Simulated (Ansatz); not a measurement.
Relaxed-ion elastic tensor of Zn (diamond, Fd-3m) in GPa (Voigt order), PBEsol in the plane-wave PAW code Ansatz; density 4.81 g/cm³, 22.58 Å³ per atom.

```tsv
	1	2	3	4	5	6
1	23.9	41.5	41.5	0.0	0.0	0.0
2	41.5	23.9	41.5	0.0	0.0	0.0
3	41.5	41.5	23.9	0.0	0.0	0.0
4	0.0	0.0	0.0	-16.0	0.0	0.0
5	0.0	0.0	0.0	0.0	-16.0	0.0
6	0.0	0.0	0.0	0.0	0.0	-16.0
```

Problem. Is the crystal mechanically stable?

Solution. No: the smallest eigenvalue of C is -17.6 GPa.

The start of the workflow was typed in or built on a structure type; neither database checked (COD, Materials Project) lists it. It is not the phase usual at ambient conditions (space group No. 194). Symmetry was held in the PBEsol relaxation. At this level the phase is mechanically unstable. As this level gives no gap, shear constants depend on the k-mesh and smearing (Fermi–Dirac, 0.1 eV here).

Potentials: the later of the program's two PAW sets.
